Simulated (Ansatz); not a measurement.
Several occupations of a rock salt lattice at one composition, 5 Ge, 3 Ag; 8 Se. Sites, in fractions of the cell -4.738 4.738 0.000; -4.738 0.000 4.738; 0.000 4.738 4.738 Å:

| cell | sites |
| --- | --- |
| all | Ag (0.50 0.00 0.00), Ge (0.00 0.50 0.00), Ge (0.00 0.50 0.50), Se (0.25 0.25 0.25), Se (0.25 0.25 0.75), Se (0.25 0.75 0.25), Se (0.25 0.75 0.75), Se (0.75 0.25 0.25), Se (0.75 0.25 0.75), Se (0.75 0.75 0.25), Se (0.75 0.75 0.75) |
| 1 | Ag (0.50 0.50 0.00), Ag (0.50 0.50 0.50), Ge (0.00 0.00 0.00), Ge (0.00 0.00 0.50), Ge (0.50 0.00 0.50) |
| 2 | Ag (0.00 0.00 0.50), Ag (0.50 0.50 0.00), Ge (0.00 0.00 0.00), Ge (0.50 0.00 0.50), Ge (0.50 0.50 0.50) |
| 3 | Ag (0.00 0.00 0.00), Ag (0.50 0.00 0.50), Ge (0.00 0.00 0.50), Ge (0.50 0.50 0.00), Ge (0.50 0.50 0.50) |

Each was relaxed without symmetry on coarser meshes and computed once more. These are results of DFT PBE, scalar-relativistic, plane waves, PAW (Ansatz 0.2.0), not measurements.

Cutoff 420 eV; k points 5×5×5 on the computed 16-atom cell (Γ-centred); Gaussian smearing, width 0.10 eV; no spin polarisation.

Warren–Cowley parameters of the first shell of the sublattice with most elements (negative: unlike neighbours preferred):
```json
{"cell": "1", "Ag-Ge": "-0.07"}
{"cell": "2", "Ag-Ge": "-0.24"}
{"cell": "3", "Ag-Ge": "-0.07"}
```

Question: Which occupation is lowest in energy, and by how much?

Answer: Cells 1, 3 are lowest, within 8 meV/atom of each other and so too close to rank here.
```tsv
cell	E − E(lowest) (meV/atom)	V (Å³/atom)
1	0.0	21.90
3	0.4	21.84
2	12.2	22.19
```

The final mesh leaves forces up to 0.15 eV/Å and stresses up to 0.5 GPa: the relaxation ran on a coarser mesh, so the cell's shape, its bonds and its energy belong partly to that mesh.

Spin polarisation was left out, and a magnetic state may lie lower.

Cost: 6 runs of about 35 core-minutes in all (earlier runs that led there not counted), on AMD EPYC 9R45 (Zen 5) (shared hosts).